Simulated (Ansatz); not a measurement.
## A run on BiTe that went wrong

Someone meant to compute BiTe with PBE, plane waves and PAW in Ansatz and wrote this input.

```yaml
crystal:
  lattice:
    - [0.0, 3.235, 3.235]
    - [3.235, 0.0, 3.235]
    - [3.235, 3.235, 0.0]
  atoms:
    - { symbol: Bi, position: [0.0, 0.0, 0.0] }
    - { symbol: Te, position: [0.5, 0.5, 0.5] }
basis:
  ecutwfc: 420
kpoints:
  mp_grid: { grid: [12, 12, 12] }
hamiltonian:
  xc: pbe
scf:
  occupations: { method: gaussian, width: 0.1 }
  max_iter: 2
  convergence: { accept_max_iter: true }
  initial_density: { chi_scale: 0, normalization: atom }
output:
  forces: true
  stress: true
  eigenvalues: true
```

Output, shortened (HF is the Harris–Foulkes energy, dr2 the density residual in eV):

```text
Warning: output.stress: scf.convergence.accept_max_iter lets an SCF close with its threshold on dr2 unmet. What such a close leaves in the stress no threshold then bounds, and a free energy that looks settled does not show it. To mend it, remove scf.convergence.accept_max_iter
Pseudopotential: Bi, paw, valence charge 15, recommended cutoff 420 eV (normal)
Pseudopotential: Te, paw, valence charge 16, recommended cutoff 420 eV (normal)
Crystal: 2 atoms, lattice volume = 67.710 Å³
Basis set: ecut = 420 eV, 1363 PW (Γ), exchange–correlation on 64×64×64 points (8 copies of the dense FFT grid, shifted against one another)
Bands: 20, of which v1, the nominal top of the filled ones, is band 16 counted from 1 (15 counted from 0)
Symmetry: 48 space group operations
Space group: Fm-3m (ITA 225), of the structure as read, at distance tolerance 4.1e-5 Å
k-points: 72 of 1728
Initial density: superposition of atomic densities
SCF iter   1: HF=-19376.677565 eV  Δρ=1.09e-2  dr2=1.46e-1
SCF iter   2: F=-19376.636588 eV  HF=-19376.659394 eV  Δρ=6.99e-3  dr2=5.23e-2
stopped at the declared iteration budget: scf.max_iter = 2 spent with dr2 = 5.2e-2 eV against the standard gate 1.0e-7 eV (scf.convergence.accept_max_iter; the run is reported unconverged — every observable carries the unconverged density's error)
SCF 1 stopped at its iteration budget after 2 iterations (unconverged): F = -19376.636588 eV  dr2 = 5.23e-2
SCF stopped at the declared iteration budget after 2 iterations (unconverged)
Free energy (F): -19376.636588 eV
E sigma→0 (E₀):  -19376.633180 eV
Entropy (-TS):   -0.006815 eV (-3.408 meV/atom)
Fermi energy:    9.834758 eV
--- Forces (eV/Å), atoms counted from 1 ---
  atom   1  Bi     0.00000000     0.00000000    -0.00000000
  atom   2  Te    -0.00000000    -0.00000000     0.00000000
--- Stress (GPa, compression-positive) ---
        0.991206       0.000000      -0.000000
        0.000000       0.991206       0.000000
       -0.000000       0.000000       0.991206
  P = ⅓ Tr σ = 0.9912 GPa (9.912 kbar)
```

Task: What is the cause?
A. Spin-orbit coupling without non-collinear spin
B. A key that the program doesn't know
C. Fixed occupations on a metal
D. Cartesian positions typed as fractional ones
E. An unconverged density accepted at the iteration limit

Result: E. The numbers come from a density that isn't self-consistent. The cure is a higher limit and no acceptance.

The change to the input (which also takes the starting density of the reference run):

```diff
 scf:
-  max_iter: 2
-  convergence: { accept_max_iter: true }
-  initial_density: { chi_scale: 0, normalization: atom }
```

With the mended input the run converges and gives no gap, a pressure of 0.72 GPa.